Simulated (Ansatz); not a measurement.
Ta₂BN:
```
Ta2BN
1.0
    1.59315     0.91981     5.23874
   -1.59315     0.91981     5.23874
    0.00000    -1.83961     5.23874
Ta N B
2 1 1
Direct
  0.74695   0.74695   0.74695
  0.25305   0.25305   0.25305
  0.50000   0.50000   0.50000
  0.00000   0.00000   0.00000
```

Relaxed with PBE. Special points in fractions of this cell's reciprocal vectors: Γ (0.000, 0.000, 0.000); T (0.500, 0.500, 0.500); H2 (0.813, 0.187, 0.500); H0 (0.500, -0.187, 0.187); L (0.500, 0.000, 0.000); S0 (0.344, -0.344, 0.000); S2 (0.656, 0.000, 0.344); F (0.500, 0.000, 0.500).

**Question.** List the band energies nearest the Fermi level at these points for DFT-PBE in the program Ansatz with PAW potentials.

**Answer.** In eV from the Fermi level; about four levels below and three above (degenerate sets whole), none deeper than 8.9 eV; points with the same levels are listed once.

```csv
k,below,above
Γ,-1.07 -1.07 -0.53 -0.53,0.82 0.82 2.89 2.89
T,-4.90 -4.90 -4.71 -2.88 -2.88,0.21 0.21 0.42
H2,-5.63 -4.29 -4.28 -3.13,0.14 0.87 2.51
L,-5.11 -3.79 -2.65 -1.30,0.52 3.25 3.30
S0,-5.65 -4.40 -4.19 -3.17,0.18 1.53 1.67
F,-4.16 -3.78 -1.83 -1.38,2.66 2.80 2.84
```

Space group R-3m. The start of the workflow was typed in or built on a structure type; neither database checked (COD, Materials Project) lists it. Whether it is the stable phase at ambient conditions was not checked. The cell was relaxed with PBE under the symmetry of its start; its stability against distortions is not shown here. No spin polarisation was allowed. Scalar-relativistic: spin–orbit coupling is off unless named, which matters more the heavier the elements.

Potentials: the earlier of the program's two PAW sets.
